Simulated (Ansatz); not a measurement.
WS2: from a starting cell to a relaxed one

The start is a generated cell, WS2 placed in the rutile structure type. A full variable-cell relaxation at zero pressure is run with r2SCAN (plane waves to 500 eV, PAW, scalar-relativistic; Ansatz, an electronic-structure program). The first steps use a coarse 4×4×6 k-mesh.

Initial structure:
```
WS2
1.0
    5.87013     0.00000     0.00000
    0.00000     5.87013     0.00000
    0.00000     0.00000     3.78039
W S
2 4
Direct
  0.00000   0.00000   0.00000
  0.50000   0.50000   0.50000
  0.30496   0.30496   0.00000
  0.80496   0.19504   0.50000
  0.19504   0.80496   0.50000
  0.69504   0.69504   0.00000
```

- Initial pressure: -15 GPa (negative: the cell is under tension)
- Outcome: The space group stays P4₂/mnm (No. 136) (the run could not lower it); the end is rutile type, with 6 atoms in the primitive cell
- Energy released: 0.27 eV/atom
- Volume change: -15.2 %, from 21.71 to 18.40 Å³/atom
- Band gap at the end: no gap (metallic)
- Optimiser moves: 10

Final structure:

Space group P4₂/mnm (No. 136); a = 5.831 Å, b = 5.831 Å, c = 3.247 Å, α = 90.00°, β = 90.00°, γ = 90.00°

```csv
atom,site,symmetry,x,y,z
W,2a,m.mm,0.0000,0.0000,0.0000
S,4g,m.2m,0.2123,0.2123,0.5000
```

Final values are on a 8×8×14 k-mesh of the relaxed cell. No spin polarisation in the result.

The run could not lower the symmetry of its start; a shaken copy of this end point relaxes with r2SCAN to Pnnm (No. 58), 0.03 eV/atom lower.

The relaxed structure here is a generated cell of WS2: the first start was made by placing the elements on the sites of a structure type, and the end was not matched to a known phase here, so it may be hypothetical. Known forms of WS2 include space group No. 194.
